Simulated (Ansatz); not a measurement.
HfNi4As2:
```cif
data_As4Hf2Ni8
_chemical_formula_sum 'Hf2 Ni8 As4'
_space_group_name_H-M_alt 'P42/mnm'
_space_group_IT_number 136
_space_group_name_Hall '-P 4n 2n'
_cell_length_a 6.99951
_cell_length_b 6.99951
_cell_length_c 3.71934
_cell_angle_alpha 90.000
_cell_angle_beta 90.000
_cell_angle_gamma 90.000
loop_
_atom_site_label
_atom_site_type_symbol
_atom_site_symmetry_multiplicity
_atom_site_Wyckoff_symbol
_atom_site_fract_x
_atom_site_fract_y
_atom_site_fract_z
_atom_site_occupancy
Hf1 Hf 2 b 0.00000 0.00000 0.50000 1
Ni1 Ni 8 i 0.09029 0.34380 0.00000 1
As1 As 4 g 0.28349 0.28349 0.50000 1
```

Relaxed with r²SCAN.

**Question.** Which orbitals make up the states near the Fermi level in r²SCAN (plane waves, PAW; program Ansatz)?

**Answer.** Within 0.5 eV of the Fermi level: Ni 3d 67 %, Hf 5d 16 %, As 4p 12 %. Projections are on Löwdin-orthogonalised atomic valence shells; empty p or d shells of many metals are not among them.

**Question.** Tabulate the density of states.

**Answer.** States/eV per cell of 14 atoms, in 0.25 eV bins, energy from the Fermi level.

| E (eV) | total | Ni 3d | As 4p | Hf 5d |
|---|---|---|---|---|
| -7.85 | 3.13 | 0.24 | 1.57 | 0.33 |
| -7.60 | 4.43 | 0.39 | 2.24 | 0.40 |
| -7.35 | 5.07 | 0.52 | 2.60 | 0.37 |
| -7.10 | 6.27 | 0.74 | 3.35 | 0.33 |
| -6.85 | 5.35 | 0.78 | 2.84 | 0.30 |
| -6.60 | 3.81 | 0.64 | 1.99 | 0.26 |
| -6.35 | 4.92 | 1.00 | 2.57 | 0.34 |
| -6.10 | 4.31 | 0.95 | 2.23 | 0.30 |
| -5.85 | 5.14 | 1.29 | 2.66 | 0.34 |
| -5.60 | 6.60 | 1.81 | 3.42 | 0.47 |
| -5.35 | 9.37 | 2.99 | 4.73 | 0.72 |
| -5.10 | 10.41 | 4.06 | 4.96 | 0.86 |
| -4.85 | 24.15 | 8.80 | 12.85 | 1.61 |
| -4.60 | 1.93 | 0.91 | 0.91 | 0.06 |
| -4.35 | 0.00 | 0.00 | 0.00 | 0.00 |
| -4.10 | 0.24 | 0.18 | 0.00 | 0.03 |
| -3.85 | 3.56 | 2.63 | 0.16 | 0.14 |
| -3.60 | 10.13 | 7.89 | 0.46 | 0.39 |
| -3.35 | 18.19 | 14.69 | 0.69 | 1.25 |
| -3.10 | 16.14 | 13.40 | 0.40 | 1.33 |
| -2.85 | 30.08 | 25.83 | 0.76 | 1.53 |
| -2.60 | 27.65 | 23.30 | 0.93 | 1.60 |
| -2.35 | 28.81 | 24.16 | 0.81 | 2.06 |
| -2.10 | 29.03 | 26.02 | 0.76 | 1.18 |
| -1.85 | 15.01 | 13.39 | 0.38 | 0.60 |
| -1.60 | 19.36 | 17.34 | 0.42 | 0.85 |
| -1.35 | 21.47 | 20.09 | 0.28 | 0.53 |
| -1.10 | 27.01 | 25.40 | 0.43 | 0.51 |
| -0.85 | 19.74 | 17.31 | 0.83 | 1.01 |
| -0.60 | 17.50 | 14.16 | 1.28 | 1.43 |
| -0.35 | 10.68 | 7.96 | 1.12 | 1.13 |
| -0.10 | 10.44 | 7.12 | 1.21 | 1.61 |
| 0.15 | 8.95 | 5.50 | 1.16 | 1.71 |
| 0.40 | 4.86 | 2.46 | 0.67 | 1.27 |
| 0.65 | 5.75 | 2.57 | 0.72 | 1.77 |
| 0.90 | 5.20 | 2.09 | 0.68 | 1.83 |
| 1.15 | 3.83 | 1.37 | 0.58 | 1.39 |
| 1.40 | 2.69 | 0.85 | 0.43 | 1.04 |
| 1.65 | 2.03 | 0.50 | 0.25 | 0.97 |
| 1.90 | 4.77 | 1.03 | 0.50 | 2.37 |
| 2.15 | 8.09 | 1.80 | 0.89 | 3.53 |
| 2.40 | 8.72 | 1.62 | 1.09 | 4.26 |
| 2.65 | 6.86 | 1.18 | 1.00 | 3.10 |
| 2.90 | 7.18 | 1.06 | 1.04 | 3.10 |
| 3.15 | 7.26 | 0.88 | 0.90 | 3.12 |
| 3.40 | 6.94 | 0.68 | 0.84 | 2.98 |
| 3.65 | 9.88 | 0.86 | 1.32 | 4.26 |
| 3.90 | 7.23 | 0.61 | 1.21 | 2.78 |
| 4.15 | 6.60 | 0.57 | 1.13 | 1.84 |
| 4.40 | 4.76 | 0.41 | 0.83 | 1.08 |
| 4.65 | 4.74 | 0.36 | 0.81 | 1.11 |

Space group P4_2/mnm. The workflow started from a Materials Project entry (that database holds measured and hypothetical structures alike); the Crystallography Open Database copy checked does not list it. Its standing as an ambient phase is unchecked. Symmetry was held in the r²SCAN relaxation; whether a distortion lowers the energy is not shown. No spin polarisation was allowed. Scalar-relativistic: spin–orbit coupling is off unless named, which matters more the heavier the elements.

Potentials: the later of the program's two PAW sets.
